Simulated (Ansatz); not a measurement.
Consider the following.

FeCo:
```xyz
2
Lattice="1.3908 -1.9906 0.0000 1.3908 1.9906 0.0000 0.0000 0.0000 3.9432" Properties=species:S:1:pos:R:3 pbc="T T T"
Fe     1.3908     0.0000     1.9716
Co     0.0000     0.0000     0.0000
```
The run is spin-polarised; directions of the spins, atom by atom: ↑ ↑.

This is the PBEsol-relaxed structure.

Task: All from the program Ansatz at the PBEsol level (PAW), unless another level is named. Predict the density of states at the Fermi level.

Result: 0.87 states/eV per atom (mean over ±0.08 eV).

Task: What about the formation energy from the elements (no fitted shifts)?

Result: 0.013 eV/atom.

Space group Cmmm. The workflow started from a Materials Project entry (that database holds measured and hypothetical structures alike); the Crystallography Open Database copy checked does not list it. With Fe and Co taken as one species the cell has the higher symmetry Im-3m, so it may be an ordered model of a mixed-site phase. It is not the phase usual at ambient conditions (space group No. 221). Symmetry was held in the PBEsol relaxation; whether a distortion lowers the energy is not shown. Magnetic state: ferromagnetic, chosen from 5 collinear starts compared on coarse meshes (ties went to the first, and starts can fall back to one state), not a proven ground state. The references are the lowest solids computed at this level, not always the standard phases.

Potentials: the later of the program's two PAW sets.
